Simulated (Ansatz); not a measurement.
**Stability checks on a candidate for TlPb2**

The structure comes from a generated guess, relaxed at this level; another structure or a mixture of phases may lie lower.

All numbers below come from DFT PBE, scalar-relativistic, plane waves, PAW in Ansatz. Settings of the last relaxation (6-atom cell): 420 eV, 8×8×8 k points, Gaussian smearing of 0.10 eV, no spin polarisation.

```
Tl Pb
1.0
     0.00000    4.68505    4.68505
     4.68505    0.00000    4.68505
     4.68505    4.68505    0.00000
Tl Pb
2 4
Direct
  0.50000 0.50000 0.50000
  0.75000 0.75000 0.75000
  0.12500 0.12500 0.12500
  0.62500 0.12500 0.12500
  0.12500 0.62500 0.12500
  0.12500 0.12500 0.62500
```

Formation energies are uncorrected and refer to the elements' standard structures at the same level.

Problem. These tests were run: energy against the elements; phonons at Γ; elastic tensor. What do they show?

Solution.

| test | result |
| --- | --- |
| energy against the elements | +0.06 eV/atom |
| phonons at Γ | lowest optical mode 6 cm⁻¹ |
| elastic tensor | least eigenvalue 10 GPa |

It fails one test: energy against the elements. It may still be a metastable minimum. Undecided within the accuracy: elastic tensor.

These runs have no spin–orbit coupling, which can matter for Pb and Tl. The run for the phonons used an 8×8×8 k mesh and Fermi–Dirac smearing of 0.15 eV. The run for the elastic tensor used an 8×8×8 k mesh and Fermi–Dirac smearing of 0.15 eV.
